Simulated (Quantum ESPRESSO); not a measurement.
NbHf3O7N, one run as intended and one with a planted mistake

Computed values, not a measurement. The program is pw.x of Quantum ESPRESSO 7.5 (plane-wave density functional theory). The cell is made up: 12 atoms on a rutile lattice, with randomly drawn elements, strain and displacements, not relaxed. PseudoDojo standard norm-conserving files (v0.5 for PBE, v0.4.1 for LDA and PBEsol) set the functional; there is no spin polarisation, spin-orbit coupling or dispersion term, and the masses in the input are unused placeholders.

The hafnium pseudopotential is less sure than the others, with forces about 3 percent (worst 6) and pressure in oxides about 1.5 GPa (worst 2.7) from a second method in checks, which no rerun with the same files tests.

Intended input:

```
&control calculation='scf', pseudo_dir='./dojo.nc.sr.pbe.v0_5.standard.upf', outdir='./o', disk_io='low', tprnfor=.true., tstress=.true. /
&system ibrav=0, nat=12, ntyp=4, nbnd=54, ecutwfc=84.00895049, nosym=.true., tot_charge=0,
 occupations='smearing', smearing='fd', degauss=0.0018374661
/
&electrons conv_thr=7.350e-09, electron_maxstep=60, /
ATOMIC_SPECIES
Hf 1.0 Hf.upf
N 1.0 N.upf
Nb 1.0 Nb.upf
O 1.0 O.upf
CELL_PARAMETERS angstrom
4.9121 -0.0128 0.0631
-0.0128 4.8709 -0.0119
0.0834 -0.0157 6.5953
ATOMIC_POSITIONS angstrom
Nb 0.0369 0.0236 -0.0028
Hf 2.4368 2.392 1.6915
Hf -0.0801 -0.1337 3.2388
Hf 2.5604 2.3383 5.1212
O 1.4777 1.5127 0.1036
O 3.49 3.3348 0.0554
O 3.9919 0.9659 1.6942
O 1.0654 3.9426 1.6266
O 1.4332 1.5552 3.4404
N 3.378 3.3571 3.2737
O 4.1226 0.8985 4.9428
O 1.1467 3.8493 4.8739
K_POINTS automatic
5 5 4 1 1 1
```

The log is shortened where brackets say so; the opening notice, blank lines, dates and the lines on written files are dropped, and the path of the files is cut. It prints rydbergs, bohrs and kilobars, and counts compression as positive stress. Where no state is partly filled, the Fermi energy that it prints is only some level between the filled and the empty states on the mesh, and need not lie in the true gap.

Log of the intended run:

```
     Program PWSCF v.7.5
     Parallel version (MPI & OpenMP), running on       4 processor cores
     Number of MPI processes:                 4
     Threads/MPI process:                     1
     [start-up lines left out]
     bravais-lattice index     =            0
     lattice parameter (alat)  =       9.2833  a.u.
     unit-cell volume          =    1064.7106 (a.u.)^3
     number of atoms/cell      =           12
     number of atomic types    =            4
     number of electrons       =        96.00
     number of Kohn-Sham states=           54
     kinetic-energy cutoff     =      84.0090  Ry
     charge density cutoff     =     336.0358  Ry
     scf convergence threshold =      7.3E-09
     mixing beta               =       0.7000
     number of iterations used =            8  plain     mixing
     Exchange-correlation= PBE
                           (   1   4   3   4   0   0   0)
     [axes and pseudopotential details left out]
   Cartesian axes
     site n.     atom                  positions (alat units)
         1        Nb     tau(   1) = (   0.0075114   0.0048040  -0.0005700  )
         2        Hf     tau(   2) = (   0.4960385   0.4869189   0.3443242  )
         3        Hf     tau(   3) = (  -0.0163053  -0.0272162   0.6592948  )
         4        Hf     tau(   4) = (   0.5211987   0.4759877   1.0424788  )
         5        O      tau(   5) = (   0.3008027   0.3079274   0.0210890  )
         6        O      tau(   6) = (   0.7104294   0.6788367   0.0112773  )
         7        O      tau(   7) = (   0.8125969   0.1966200   0.3448738  )
         8        O      tau(   8) = (   0.2168743   0.8025613   0.3311130  )
         9        O      tau(   9) = (   0.2917442   0.3165787   0.7003327  )
        10        N      tau(  10) = (   0.6876305   0.6833761   0.6663991  )
        11        O      tau(  11) = (   0.8392024   0.1828999   1.0061634  )
        12        O      tau(  12) = (   0.2334239   0.7835690   0.9921381  )
     number of k points=    50  Fermi-Dirac smearing, width (Ry)=  0.0018
                       cart. coord. in units 2pi/alat
        k(    1) = (   0.0990896   0.1013399   0.0920947), wk =   0.0400000
        k(    2) = (   0.0966983   0.1017886   0.2783390), wk =   0.0400000
     [further k points left out]
     Dense  grid:   110685 G-vectors     FFT dimensions: (  60,  54,  75)
     Estimated max dynamical RAM per process >     338.00 MB
     Estimated total dynamical RAM >       1.24 GB
     Initial potential from superposition of free atoms
     starting charge      95.9921, renormalised to      96.0000
     Starting wfcs are   72 randomized atomic wfcs
     total cpu time spent up to now is        7.6 secs
     per-process dynamical memory:   267.0 Mb
     Self-consistent Calculation
     iteration #  1     ecut=    84.01 Ry     beta= 0.70
     Davidson diagonalization with overlap
     ethr =  1.00E-02,  avg # of iterations =  2.0
     total cpu time spent up to now is       20.9 secs
     total energy              =    -713.13908542 Ry
     estimated scf accuracy    <       6.58935599 Ry
     iteration #  2     ecut=    84.01 Ry     beta= 0.70
     Davidson diagonalization with overlap
     ethr =  6.86E-03,  avg # of iterations =  6.9
     total cpu time spent up to now is       39.9 secs
     total energy              =    -708.65051609 Ry
     estimated scf accuracy    <      54.57321788 Ry
     [iterations 3 to 16 left out]
     iteration # 17     ecut=    84.01 Ry     beta= 0.70
     Davidson diagonalization with overlap
     ethr =  7.63E-11,  avg # of iterations =  4.3
     total cpu time spent up to now is      331.8 secs
     total energy              =    -716.63134063 Ry
     estimated scf accuracy    <       0.00000002 Ry
     iteration # 18     ecut=    84.01 Ry     beta= 0.70
     Davidson diagonalization with overlap
     ethr =  1.70E-11,  avg # of iterations =  4.6
     total cpu time spent up to now is      349.9 secs
     End of self-consistent calculation
     [lines on levels left out]
     the Fermi energy is    10.1035 ev
!    total energy              =    -716.63134064 Ry
     estimated scf accuracy    <          6.8E-09 Ry
     smearing contrib. (-TS)   =      -0.00000111 Ry
     internal energy E=F+TS    =    -716.63133953 Ry
     The total energy is F=E-TS. E is the sum of the following terms:
     one-electron contribution =    -183.50987642 Ry
     hartree contribution      =     138.58368823 Ry
     xc contribution           =    -176.04772594 Ry
     ewald contribution        =    -495.65742540 Ry
     convergence has been achieved in  18 iterations
     Forces acting on atoms (cartesian axes, Ry/au):
     atom    1 type  3   force =     0.00336336   -0.02375861   -0.01702084
     atom    2 type  1   force =     0.01786611    0.02526189    0.18429673
     atom    3 type  1   force =     0.04642329   -0.00347152    0.02160709
     atom    4 type  1   force =    -0.00962801    0.03726794   -0.19709231
     atom    5 type  4   force =    -0.05611991   -0.06898834   -0.03311211
     atom    6 type  4   force =     0.03588951    0.04591605    0.00221862
     atom    7 type  4   force =     0.04072950   -0.05916656   -0.08270613
     atom    8 type  4   force =    -0.06073856    0.04735703   -0.08477196
     atom    9 type  4   force =     0.02981499   -0.02148751   -0.03035071
     atom   10 type  2   force =     0.01430410   -0.01399694    0.02468096
     atom   11 type  4   force =     0.00395475   -0.02539027    0.11304944
     atom   12 type  4   force =    -0.06585913    0.06045685    0.09920122
     Total force =     0.388367     Total SCF correction =     0.000143
     Computing stress (Cartesian axis) and pressure
          total   stress  (Ry/bohr**3)                   (kbar)     P=      -85.59
  -0.00039142  -0.00000058  -0.00013880          -57.58       -0.09      -20.42
  -0.00000058  -0.00033840   0.00011945           -0.09      -49.78       17.57
  -0.00013880   0.00011945  -0.00101577          -20.42       17.57     -149.43
     init_run     :      6.98s CPU      7.38s WALL (       1 calls)
     electrons    :    339.39s CPU    342.36s WALL (       1 calls)
     forces       :      3.05s CPU      3.10s WALL (       1 calls)
     stress       :     10.80s CPU     11.22s WALL (       1 calls)
     [timing details left out]
     PWSCF        :   6m 0.47s CPU   6m 4.47s WALL
     JOB DONE.
```

A second run has one planted mistake: the cell has the wrong charge. The input lines that differ, file-writing options aside:

```
- &system ibrav=0, nat=12, ntyp=4, nbnd=54, ecutwfc=84.00895049, nosym=.true., tot_charge=0,
+ &system ibrav=0, nat=12, ntyp=4, nbnd=55, ecutwfc=84.00895049, nosym=.true., tot_charge=-1,
```

Its log:

```
     Program PWSCF v.7.5
     Parallel version (MPI & OpenMP), running on       4 processor cores
     Number of MPI processes:                 4
     Threads/MPI process:                     1
     [start-up lines left out]
     bravais-lattice index     =            0
     lattice parameter (alat)  =       9.2833  a.u.
     unit-cell volume          =    1064.7106 (a.u.)^3
     number of atoms/cell      =           12
     number of atomic types    =            4
     number of electrons       =        97.00
     number of Kohn-Sham states=           55
     kinetic-energy cutoff     =      84.0090  Ry
     charge density cutoff     =     336.0358  Ry
     scf convergence threshold =      7.3E-09
     mixing beta               =       0.7000
     number of iterations used =            8  plain     mixing
     Exchange-correlation= PBE
                           (   1   4   3   4   0   0   0)
     [axes and pseudopotential details left out]
   Cartesian axes
     site n.     atom                  positions (alat units)
         1        Nb     tau(   1) = (   0.0075114   0.0048040  -0.0005700  )
         2        Hf     tau(   2) = (   0.4960385   0.4869189   0.3443242  )
         3        Hf     tau(   3) = (  -0.0163053  -0.0272162   0.6592948  )
         4        Hf     tau(   4) = (   0.5211987   0.4759877   1.0424788  )
         5        O      tau(   5) = (   0.3008027   0.3079274   0.0210890  )
         6        O      tau(   6) = (   0.7104294   0.6788367   0.0112773  )
         7        O      tau(   7) = (   0.8125969   0.1966200   0.3448738  )
         8        O      tau(   8) = (   0.2168743   0.8025613   0.3311130  )
         9        O      tau(   9) = (   0.2917442   0.3165787   0.7003327  )
        10        N      tau(  10) = (   0.6876305   0.6833761   0.6663991  )
        11        O      tau(  11) = (   0.8392024   0.1828999   1.0061634  )
        12        O      tau(  12) = (   0.2334239   0.7835690   0.9921381  )
     number of k points=    50  Fermi-Dirac smearing, width (Ry)=  0.0018
                       cart. coord. in units 2pi/alat
        k(    1) = (   0.0990896   0.1013399   0.0920947), wk =   0.0400000
        k(    2) = (   0.0966983   0.1017886   0.2783390), wk =   0.0400000
     [further k points left out]
     Dense  grid:   110685 G-vectors     FFT dimensions: (  60,  54,  75)
     Estimated max dynamical RAM per process >     341.83 MB
     Estimated total dynamical RAM >       1.26 GB
     Initial potential from superposition of free atoms
     starting charge      95.9921, renormalised to      97.0000
     Starting wfcs are   72 randomized atomic wfcs
     total cpu time spent up to now is        6.4 secs
     per-process dynamical memory:   270.0 Mb
     Self-consistent Calculation
     iteration #  1     ecut=    84.01 Ry     beta= 0.70
     Davidson diagonalization with overlap
     ethr =  1.00E-02,  avg # of iterations =  2.0
     total cpu time spent up to now is       17.0 secs
     total energy              =    -712.64890902 Ry
     estimated scf accuracy    <       5.81874996 Ry
     iteration #  2     ecut=    84.01 Ry     beta= 0.70
     Davidson diagonalization with overlap
     ethr =  6.00E-03,  avg # of iterations =  7.1
     total cpu time spent up to now is       35.2 secs
     total energy              =    -708.37272837 Ry
     estimated scf accuracy    <      49.82899236 Ry
     [iterations 3 to 15 left out]
     iteration # 16     ecut=    84.01 Ry     beta= 0.70
     Davidson diagonalization with overlap
     ethr =  1.04E-10,  avg # of iterations =  4.8
     total cpu time spent up to now is      235.9 secs
     total energy              =    -715.83307286 Ry
     estimated scf accuracy    <       0.00000001 Ry
     iteration # 17     ecut=    84.01 Ry     beta= 0.70
     Davidson diagonalization with overlap
     ethr =  1.42E-11,  avg # of iterations =  3.6
     total cpu time spent up to now is      250.2 secs
     End of self-consistent calculation
     [lines on levels left out]
     the Fermi energy is    11.3740 ev
!    total energy              =    -715.83307286 Ry
     estimated scf accuracy    <          3.9E-09 Ry
     smearing contrib. (-TS)   =      -0.00101524 Ry
     internal energy E=F+TS    =    -715.83205761 Ry
     The total energy is F=E-TS. E is the sum of the following terms:
     one-electron contribution =    -182.85941833 Ry
     hartree contribution      =     139.77668379 Ry
     xc contribution           =    -177.09189768 Ry
     ewald contribution        =    -495.65742540 Ry
     convergence has been achieved in  17 iterations
     Forces acting on atoms (cartesian axes, Ry/au):
     atom    1 type  3   force =     0.00484200   -0.03260874   -0.02103228
     atom    2 type  1   force =     0.02538296    0.02759636    0.16762437
     atom    3 type  1   force =     0.04260097   -0.00442413    0.01444213
     atom    4 type  1   force =    -0.00226747    0.03822778   -0.17661405
     atom    5 type  4   force =    -0.04202944   -0.05405569   -0.03243392
     atom    6 type  4   force =     0.01898321    0.02966758    0.00017636
     atom    7 type  4   force =     0.01621442   -0.03352672   -0.03111715
     atom    8 type  4   force =    -0.03887754    0.02745605   -0.04113277
     atom    9 type  4   force =     0.03041541   -0.02436785   -0.03226478
     atom   10 type  2   force =     0.01709021   -0.01495204    0.02348498
     atom   11 type  4   force =    -0.02205323   -0.00202884    0.06383518
     atom   12 type  4   force =    -0.05030148    0.04301624    0.06503194
     Total force =     0.309565     Total SCF correction =     0.000106
     Computing stress (Cartesian axis) and pressure
          total   stress  (Ry/bohr**3)                   (kbar)     P=       83.54
   0.00070549   0.00006982  -0.00014203          103.78       10.27      -20.89
   0.00006982   0.00077321   0.00013398           10.27      113.74       19.71
  -0.00014203   0.00013398   0.00022496          -20.89       19.71       33.09
     init_run     :      5.91s CPU      6.29s WALL (       1 calls)
     electrons    :    240.66s CPU    243.84s WALL (       1 calls)
     forces       :      3.01s CPU      3.06s WALL (       1 calls)
     stress       :     10.19s CPU     10.55s WALL (       1 calls)
     [timing details left out]
     PWSCF        :   4m19.96s CPU   4m24.06s WALL
     JOB DONE.
```

|  | intended run | run with the mistake |
| --- | --- | --- |
| free energy (eV) | -9750.266 | -9739.405 |
| smearing term -TS (eV) | 0.0000 | -0.0138 |
| pressure (GPa) | -8.56 | 8.35 |
| largest force component (eV/Å) | 5.067 | 4.541 |
| largest change of a force component (eV/Å) |  | 1.326 |
| iterations | 18 | 17 |

For scale, a rerun of the intended cell at 1467 eV and a 7 x 7 x 6 mesh moved values by no more than 0.004 eV in energy, 0.03 GPa in stress and 0.003 eV/Å in force. The charged cell sits in a uniform background, so its energy and stress rest on the program's zero of potential. The number of bands, nbnd, was set by rule from the electron count and the smearing, so it follows the mistake.